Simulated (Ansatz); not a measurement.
NbPd₃:
```
CELL_PARAMETERS angstrom
     -1.95085     1.95085     4.01116
      1.95085    -1.95085     4.01116
      1.95085     1.95085    -4.01116
ATOMIC_POSITIONS crystal
  Nb 0.00000 0.00000 0.00000
  Pd 0.75000 0.25000 0.50000
  Pd 0.25000 0.75000 0.50000
  Pd 0.50000 0.50000 0.00000
```

Relaxed with r²SCAN.

Q: Give the Bader charges and basin volumes of the independent atoms, the program Ansatz at the r²SCAN level (PAW).

A: 

```
atom  Bader charge (e)  Bader volume (Å³)
----  ----------------  -----------------
Nb1              +1.50               12.9
Pd2              -0.49               16.0
Pd4              -0.52               16.1
```

Space group I4/mmm. The workflow started from an entry of the Crystallography Open Database (COD), which files this formula under 2 space groups. Whether it is the stable phase at ambient conditions was not checked. The cell was relaxed with r²SCAN under the symmetry of its start; whether a distortion lowers the energy is not shown. The run is not spin-polarised.

Potentials: the later of the program's two PAW sets.
